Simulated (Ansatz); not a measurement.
**HfOs₃ in the AuCu3-type structure**

Level of theory: DFT, PBEsol, scalar-relativistic, no spin polarisation; plane waves to 420 eV with PAW datasets (Ansatz 0.2.0), Γ-centred 8×8×8 mesh, 0.05 eV Gaussian smearing; PAW files: Ansatz's generated set soft_2.

```
Hf Os
1.0
     3.93382    0.00000    0.00000
     0.00000    3.93382    0.00000
     0.00000    0.00000    3.93382
Hf Os
1 3
Direct
  0.00000 0.00000 0.00000
  0.00000 0.50000 0.50000
  0.50000 0.50000 0.00000
  0.50000 0.00000 0.50000
```

This is a trial structure made by placing the elements on a prototype's sites, so it needn't be the stable form.

Cell and atoms are those of this level's equilibrium.

Path: Γ–X–M–Γ–R–X | R–M, with Γ = (0.000, 0.000, 0.000), X = (0.000, 0.500, 0.000), M = (0.500, 0.500, 0.000), R = (0.500, 0.500, 0.500) in reciprocal vectors of the calculation's cell.

Problem. Is it a metal or an insulator, and if it has a gap, where are the band edges on this path?

Solution. A metal: bands cross the Fermi level.

Bands as a text map, energy in eV from the Fermi level (dashes), each leg drawn with the same width:
```
  3.71 |     *    ********               *      ** **
  3.43 |    * * ********        * *   **  *    *  ***
  3.14 |**********          ***  * * *  *  *  *      
  2.86 | *                 *   ***   *   *           
  2.57 |**    ***           ***   *****   ****       
  2.29 | **     *         * * *        ****   *      
  2.00 |  *      *         **                  *     
  1.71 |   *             * ** *                 *    
  1.43 |  * ****  *            *           *         
  1.14 |  **    *  *    ***         *       **   *   
  0.86 |** **    *         ****      *    *  *       
  0.57 |  **        *  *** *   *   * *  *     *   *  
  0.29 |   * *    ** **   **    *  *   * *         **
  0.00 |----*---*****--**-*-----***-*-*---*-**-*--*--
 -0.29 |    * ******   ****    * *   **  ***  *  *   
 -0.57 |     *      ** ***        **    *      **    
 -0.86 |     **      *** *       * ******   *********
 -1.14 |   **  **        **    ****   **   *  ** **  
 -1.43 |***  *****    * * *****   *   ******    *  **
 -1.71 | **      ***** * *  * * * ***** *   ******   
 -2.00 |   *       *    *  *   * * * ****     ****   
 -2.29 |    * *     *  ** *     *  * ****     *** *  
 -2.57 |         ******* *       * ******** **** ****
 -2.86 |     * ** *******         *   *  ***    *****
 -3.14 |      ******** **        *     *  **      *  
 -3.43 |      *   * *** *        *     **          **
 -3.71 |          ***  * *              **           
 -4.00 |     *  **********      *        **        **
        Γ      X      M      Γ      R      XR       M
```

These numbers lack spin–orbit coupling.
